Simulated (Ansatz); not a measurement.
In plane-wave PAW LDA (Ansatz code), I in the molecular I2 type structure (Cmce) relaxes to a = 7.151 Å, b = 4.323 Å, c = 9.529 Å.

The Kohn–Sham gap is 0.68 eV (indirect).

The cell was relaxed with LDA under the symmetry of its start. A crystal of weakly bound units computed without a dispersion correction: the cell and the soft elastic constants depend strongly on that. Scalar-relativistic: spin–orbit coupling is off unless named, which matters more the heavier the elements.

Potentials: the later of the program's two PAW sets.
